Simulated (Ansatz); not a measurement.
The start is a generated cell, Cu2O built in the CdI2 structure type. The structure is fully relaxed (lattice and positions, P = 0) with r2SCAN (plane waves to 500 eV, PAW, scalar-relativistic; Ansatz, a quantum-chemistry and plane-wave program). First-step values are on the input's coarse k-mesh.

Ansatz input (later rounds restart from its end on a renewed k-mesh):
Ansatz 0.2 input:
```yaml
crystal:
  lattice:
    - [2.679888, 0, 0]
    - [-1.339944, 2.3208511, 0]
    - [0, 0, 4.323216]
  atoms:
    - { symbol: O, position: [0, 0, 0] }
    - { symbol: Cu, position: [0.33333333, 0.66666667, 0.252] }
    - { symbol: Cu, position: [0.66666667, 0.33333333, 0.748] }
basis: { ecutwfc: 500, ecutrho_ratio: 4, xc_grid: 4, fft_grid_basis: typed }
kpoints: { mp_grid: { grid: [10, 10, 6] } }
hamiltonian:
  xc: r2scan
  dispersion: none
  pseudopotentials: { azcp: { folder: ./paw }, kind: paw }
scf: { occupations: { method: fermi_dirac, width: 0.05 } }
relax: { f_tol: 0.01, max_steps: 100, cell: { stress_tol: 0.02 } }
output: { forces: true, stress: true }
```

Question: How large is the pressure on the unrelaxed cell, and of which sign?

Answer: +51 GPa (positive: the cell is compressed).

Question: What is the largest force in the starting geometry, and on which atom (counted from 1)?

Answer: About 4.8 eV/Å, on Cu2, Cu3 (atoms numbered as listed).

Question: How much energy is released per atom?

Answer: 0.40 eV/atom.

Question: How do the shortest distances between atoms change?

Answer: The closest pairs of elements (up to four, under 3.6 Å), start → end: Cu–O 1.89 → 2.07 Å; Cu–Cu 2.64 → 2.46 Å; O–O 2.68 → 2.84 Å.

The space group stays P-3m1 (No. 164) (the run could not lower it); the end is anti-CdI2 type, with 3 atoms in the primitive cell. Final values are on a 19×19×11 k-mesh of the relaxed cell. No spin polarisation in the result. No Hubbard U is applied.

The run could not lose the symmetry of its start; a randomly shaken copy of 6 atoms returns to this structure.

The relaxed structure here is a generated cell of Cu2O: the first start was made by placing the elements on the sites of a structure type, and the end was not matched to a known phase here, so it may be hypothetical. Known forms of Cu2O include space group No. 224.
